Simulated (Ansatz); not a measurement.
Polymorphs of PbSe, each relaxed with DFT-r²SCAN+D4 in the program Ansatz with PAW potentials:

A: I4/mmm
a = 4.363 Å, b = 4.363 Å, c = 13.243 Å, α = 90.00°, β = 90.00°, γ = 90.00°

| atom | site | symmetry | x | y | z |
|---|---|---|---|---|---|
| Pb | 4e | 4mm | 0.0000 | 0.0000 | 0.1423 |
| Se | 4e | 4mm | 0.0000 | 0.0000 | 0.3527 |

B: rock salt (Fm-3m)
a = b = c = 6.1521 Å, α = β = γ = 90.00°

```json
[
 {"atom": "Pb", "site": "4b", "symmetry": "m-3m", "x": "0.5000", "y": "0.5000", "z": "0.5000"},
 {"atom": "Se", "site": "4a", "symmetry": "m-3m", "x": "0.0000", "y": "0.0000", "z": "0.0000"}
]
```

C: Cmcm
a = 4.2906 Å, b = 12.1036 Å, c = 4.4414 Å, α = 90.00°, β = 90.00°, γ = 90.00°

```
atom  site  symmetry       x       y       z
----  ----  --------  ------  ------  ------
Pb      4c       m2m  0.0000  0.6300  0.2500
Se      4c       m2m  0.0000  0.1380  0.7500
```

Problem. Put the candidates in order of energy per atom at 0 K, lowest first, for r²SCAN+D4.

Solution. B (+0 meV/atom), C (+36 meV/atom), A (+88 meV/atom)

Problem. Give each one's gap.

Solution. A 0.84 eV; B 0.62 eV; C 1.21 eV.

Not the usual ambient phase: A; C. All cells were relaxed under the symmetry of their starts (and spin orders); stability against distortions was not tested throughout. Spin–orbit coupling is left out wherever it is not named.

Energies hold the estimated change up to a 700 eV cutoff; steps of a few meV lie near the error of the meshes.

Potentials: the later of the program's two PAW sets.
